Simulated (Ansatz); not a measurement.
Relaxed-ion elastic tensor of MnRh (CsCl type, Pm-3m) in GPa (Voigt order), PBEsol in the plane-wave PAW code Ansatz; density 9.83 g/cm³, 13.33 Å³ per atom.

```
286  166  166  0.0  0.0  0.0
166  286  166  0.0  0.0  0.0
166  166  286  0.0  0.0  0.0
0.0  0.0  0.0  123  0.0  0.0
0.0  0.0  0.0  0.0  123  0.0
0.0  0.0  0.0  0.0  0.0  123
```

**Question.** Is the crystal mechanically stable?

**Answer.** Yes: the smallest eigenvalue of C is 120 GPa.

**Question.** Work out the Voigt, Reuss and Hill averages.

**Answer.** K_V = 206, K_R = 206, K_H = 206; G_V = 98.0, G_R = 86.8, G_H = 92.4 GPa.

**Question.** Give Young's modulus, Poisson's ratio, Pugh's ratio and the universal anisotropy index.

**Answer.** E = 9KG/(3K + G) = 241 GPa; ν = 0.30; K/G = 2.23 (ductile by the Pugh limit of 1.75); A_U = 5G_V/G_R + K_V/K_R − 6 = 0.65.

**Question.** Estimate the sound speeds and the Debye temperature.

**Answer.** v_l = √((K + 4G/3)/ρ) = 5780 m/s, v_t = √(G/ρ) = 3070 m/s, mean 3430 m/s; Θ = (h/k)(3n/4πV)^(1/3) v_m = 430 K.

**Question.** Give the Zener ratio and Young's modulus along [100], [110] and [111].

**Answer.** A = 2C44/(C11 − C12) = 2.05; 1/E = S11 − 2(S11 − S12 − S44/2)Γ with Γ = 0, 1/4, 1/3 gives 164, 253, 308 GPa.

The first step of the workflow began from a Materials Project structure, measured or hypothetical; the Crystallography Open Database files this formula in space group No. 221, but the cells were not matched. Whether it is the stable phase at ambient conditions was not checked. The cell was relaxed with PBEsol under the symmetry of its start; its stability against distortions is not shown here. Magnetic state: ferromagnetic, chosen from 5 collinear starts compared on coarse meshes (ties went to the first, and starts can fall back to one state), not a proven ground state. As this level gives no gap, shear constants depend on the k-mesh and smearing (Fermi–Dirac, 0.1 eV here).

Potentials: the later of the program's two PAW sets.
